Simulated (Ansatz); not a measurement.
Se in Ansatz, vacancy hop by nudged elastic band

The command:

```bash
ansatz run input.yaml --threads 4 --pin off --max-ram 8192MiB --backend cpu --events-out ev --progress --plain --runs-dir out
```

The input file (Ansatz 0.2.0, plane waves):

```yaml
crystal:
  lattice:
    - [8.81957045, 1.0e-08, 0.0]
    - [-4.40978523, 7.63797205, 0.0]
    - [0.0, 0.0, 10.00609794]
  atoms:
    - { symbol: Se, position: [0.00252093, 0.11309405, 0.3329032] }
    - { symbol: Se, position: [0.38896961, 0.39057459, 0.49998023] }
    - { symbol: Se, position: [0.10699553, -0.00475484, 0.66536247] }
    - { symbol: Se, position: [-0.00306565, 0.11190157, 0.83397677] }
    - { symbol: Se, position: [0.38350654, 0.38588819, 1.00020743] }
    - { symbol: Se, position: [0.11615875, 0.49953199, 0.16983108] }
    - { symbol: Se, position: [-0.00530466, 0.60731886, 0.3347139] }
    - { symbol: Se, position: [0.38665411, 0.88567447, 0.4994704] }
    - { symbol: Se, position: [0.11080079, 0.50086293, 0.66807207] }
    - { symbol: Se, position: [-0.0002631, 0.61110588, 0.83306366] }
    - { symbol: Se, position: [0.38751332, 0.88586027, 1.00224647] }
    - { symbol: Se, position: [0.60975896, 0.0007496, 0.16583391] }
    - { symbol: Se, position: [0.49637582, 0.11227173, 0.3357888] }
    - { symbol: Se, position: [0.88856009, 0.39123205, 0.49682197] }
    - { symbol: Se, position: [0.61277654, 0.00244355, 0.6675235] }
    - { symbol: Se, position: [0.49845533, 0.11517544, 0.83244954] }
    - { symbol: Se, position: [0.88671624, 0.38663017, 0.99925281] }
    - { symbol: Se, position: [0.61908583, 0.50317227, 0.16545705] }
    - { symbol: Se, position: [0.50585093, 0.61609903, 0.32768602] }
    - { symbol: Se, position: [0.88295478, 0.88478215, 0.4977613] }
    - { symbol: Se, position: [0.61406848, 0.50463416, 0.66803185] }
    - { symbol: Se, position: [0.49810869, 0.61571147, 0.83127066] }
    - { symbol: Se, position: [0.88933446, 0.88935623, 0.99808544] }
kpoints:
  mp_grid: { grid: [2, 2, 2] }
magnetization:
  spin_polarized: false
scf:
  occupations: { method: cold, width: 0.15 }
hamiltonian:
  pseudopotentials: { kind: paw }
  xc: lda
basis:
  ecutwfc: 420
neb:
  images: 3
  relax_end_points: true
  climbing: true
  f_tol: 0.1
  max_iterations: 40
  order_check: false
  final_atoms:
    - { symbol: Se, position: [0.00252093, 0.11309405, 0.3329032] }
    - { symbol: Se, position: [0.38896961, 0.39057459, 0.49998023] }
    - { symbol: Se, position: [0.10699553, -0.00475484, 0.66536247] }
    - { symbol: Se, position: [-0.00306565, 0.11190157, 0.83397677] }
    - { symbol: Se, position: [0.38350654, 0.38588819, 1.00020743] }
    - { symbol: Se, position: [0.11615875, 0.49953199, 0.16983108] }
    - { symbol: Se, position: [-0.00530466, 0.60731886, 0.3347139] }
    - { symbol: Se, position: [0.38665411, 0.88567447, 0.4994704] }
    - { symbol: Se, position: [0.11080079, 0.50086293, 0.66807207] }
    - { symbol: Se, position: [-0.0002631, 0.61110588, 0.83306366] }
    - { symbol: Se, position: [0.38751332, 0.88586027, 1.00224647] }
    - { symbol: Se, position: [0.60975896, 0.0007496, 0.16583391] }
    - { symbol: Se, position: [0.49637582, 0.11227173, 0.3357888] }
    - { symbol: Se, position: [0.88856009, 0.39123205, 0.49682197] }
    - { symbol: Se, position: [0.61277654, 0.00244355, 0.6675235] }
    - { symbol: Se, position: [0.49845533, 0.11517544, 0.83244954] }
    - { symbol: Se, position: [0.88671624, 0.38663017, 0.99925281] }
    - { symbol: Se, position: [0.61908583, 0.50317227, 0.16545705] }
    - { symbol: Se, position: [0.50585093, 0.61609903, 0.32768602] }
    - { symbol: Se, position: [0.88295478, 0.88478215, 0.4977613] }
    - { symbol: Se, position: [0.61406848, 0.50463416, 0.66803185] }
    - { symbol: Se, position: [0.49810869, 0.61571147, 0.83127066] }
    - { symbol: Se, position: [1.11583121, 1.00266657, 1.16620628] }
```

Origin of the cell: a database entry, scaled a little.

The cell is 2×2×2 cells of Se with one Se taken out; atom 23 (Se) hops into the empty site, 2.41 Å away before the end points are relaxed. All atoms were shaken by about 0.02 Å first.

Output (shortened):

```
Warning: neb: disabling space-group detection — the band's intermediate images generally break the endpoint symmetry, so no spatial operation reduces the k-mesh or symmetrises the density, ex […]
Pseudopotentials: kind: paw
Pseudopotential: Se, paw, valence charge 16, recommended cutoff 420 eV (normal), Se.paw.azcp
Functional definition: SPW92
  exchange = slater_x
  correlation = pw_c
parallel-image band execution: 3 concurrent image workers
NEB image 0
Crystal: 23 atoms, lattice volume = 674.047 Å³
Basis set: ecut = 420 eV, 13227 PW (Γ)
Bands: 221, of which v1, the nominal top of the filled ones, is band 184 counted from 1 (183 counted from 0)
Symmetry: 1 space group operations
k-points: 8
[… 2 lines left out …]
Initial density: superposition of atomic densities (neutral atoms: chi_scale 0, normalization atom), corrected by the library's trained network
Functional: x = slater, c = lda
SCF iter   1: F=—  HF=-123811.639641 eV  Δρ=5.02e-3  dr2=1.20e-1  defer=40
SCF iter   2: F=—  HF=-123811.618285 eV  S|Δr|=    0.00e0  Δρ=1.48e-3  dr2=3.04e-2  defer=47
SCF iter   3: F=—  HF=-123811.612356 eV  S|Δr|=    0.00e0  Δρ=8.07e-4  dr2=1.07e-2  defer=47
[… 5 lines left out …]
SCF iter   9: F=—  HF=-123811.609707 eV  S|Δr|=    0.00e0  Δρ=5.37e-6  dr2=5.14e-7  defer=41
SCF iter  10: F=—  HF=-123811.609707 eV  S|Δr|=    0.00e0  Δρ=3.10e-6  dr2=1.85e-7  defer=41
SCF iter  11: F=-123811.609706 eV  HF=-123811.609706 eV  S|Δr|=    0.00e0  Δρ=1.41e-6  dr2=3.75e-8
NEB iter   1: max|band force component| = 7.312e-1 eV/Å  barrier→ = 0.3805 eV  barrier← = 0.3807 eV  Δτ_max = 0.2000 Å  (56 SCF iters)
NEB iter   2: max|band force component| = 3.829e-1 eV/Å  barrier→ = 0.3085 eV  barrier← = 0.3086 eV  CI = image 2  Δτ_max = 0.1157 Å  (27 SCF iters)
NEB iter   3: max|band force component| = 2.551e-1 eV/Å  barrier→ = 0.2559 eV  barrier← = 0.2561 eV  CI = image 2  Δτ_max = 0.0526 Å  (27 SCF iters)
NEB iter   4: max|band force component| = 2.603e-1 eV/Å  barrier→ = 0.2511 eV  barrier← = 0.2513 eV  CI = image 2  Δτ_max = 0.0263 Å  (23 SCF iters)
NEB iter   5: max|band force component| = 1.203e-1 eV/Å  barrier→ = 0.2443 eV  barrier← = 0.2445 eV  CI = image 2  Δτ_max = 0.0346 Å  (23 SCF iters)
NEB iter   6: max|band force component| = 8.881e-2 eV/Å  barrier→ = 0.2386 eV  barrier← = 0.2388 eV  CI = image 2  Δτ_max = 0.0000 Å  (25 SCF iters)
--- NEB band (5 images, 6 band iterations, 181 SCF iterations, 216 more in tests of the images' electronic states and relaxations of end points) ---
  forward barrier  = 0.238627 eV
  backward barrier = 0.238779 eV
  lagrangian_above_aufbau_ev (what the smearing adds, to first order; not taken off the barriers): saddle image +0.021135 eV, end points +0.009320 and +0.009668 eV
  climbing image's point = of an order that was not read
  energies are F+E_penalty+E_count in eV, relative to image 0
  image     s (Å)  Δ vs image 0  max|band force component| (eV/Å)
      0    0.0000      0.000000                                 —
      1    0.5700      0.057801                          8.489e-2
  *   2    1.1399      0.238627                          8.881e-2
      3    1.7114      0.052753                          8.635e-2
      4    2.2834     -0.000152                                 —
```

The converged band:

| image | path over all atoms (Å) | ΔF (eV) | Se x | y | z (Å) |
| --- | --- | --- | --- | --- | --- |
| 0 | 0.00 | 0.000 | 3.81 | 7.22 | 10.32 |
| 1 | 0.57 | 0.058 | 4.00 | 7.53 | 10.56 |
| 2 | 1.14 | 0.239 | 4.34 | 7.75 | 10.84 |
| 3 | 1.71 | 0.053 | 4.71 | 7.94 | 11.11 |
| 4 | 2.28 | 0.000 | 5.07 | 7.94 | 11.35 |

Highest image (2), forces in eV/Å:

```xyz
23
Lattice="8.820 0.000 0.000 -4.410 7.638 0.000 0.000 0.000 10.006" Properties=species:S:1:pos:R:3:forces:R:3 pbc="T T T" image=2
Se   -0.755    1.132    3.172   -0.012    0.032   -0.062
Se    1.496    2.828    4.948   -0.010   -0.007   -0.005
Se    0.781    0.272    6.733   -0.007   -0.059   -0.091
Se   -0.608    1.219    8.489   -0.035    0.034    0.048
Se    1.535    2.790    9.973   -0.009    0.011   -0.013
Se   -1.091    3.709    1.644   -0.006    0.006    0.038
Se   -2.506    4.507    3.355    0.021    0.009   -0.005
Se   -0.272    6.867    5.057    0.015   -0.004    0.005
Se   -1.093    3.611    6.691    0.006   -0.012   -0.002
Se   -2.667    4.406    8.309   -0.024   -0.003    0.019
Se   -0.278    6.824   10.046   -0.002   -0.004   -0.005
Se    5.637    0.060    1.696   -0.004    0.012    0.014
Se    4.039    0.849    3.345   -0.014   -0.006   -0.008
Se    6.225    2.747    4.978    0.016   -0.020   -0.010
Se    5.626    0.108    6.721   -0.001    0.009    0.000
Se    4.047    0.870    8.383   -0.005   -0.001    0.002
Se    6.145    2.782   10.021   -0.010    0.020   -0.026
Se    3.043    3.652    1.625    0.001    0.001    0.002
Se    1.626    4.574    3.285    0.008    0.009   -0.005
Se    3.783    7.088    4.933    0.050   -0.006    0.079
Se    3.004    3.668    6.612    0.003   -0.011   -0.003
Se    1.655    4.569    8.325    0.004    0.004    0.013
Se    4.344    7.754   10.842    0.017   -0.013    0.015
```

Barrier of this path: 0.24 eV forwards, 0.24 eV backwards, after 6 band iterations.

Caveats: the k mesh is coarse if the cell is a metal; a small cell with a neutral vacancy and no spin, whose shape can make like sites unlike; the cell is held at a rescaled volume, and strain moves barriers; the hop was drawn among near neighbours and need not be the easiest path; few images and a loose tolerance, and neither the top nor the ends were tested for their order.

Time: 9.9 min on 4 threads of Intel(R) Xeon(R) 6975P-C (Granite Rapids), on a shared host, peak memory 4.7 GiB, from the program's own first density.
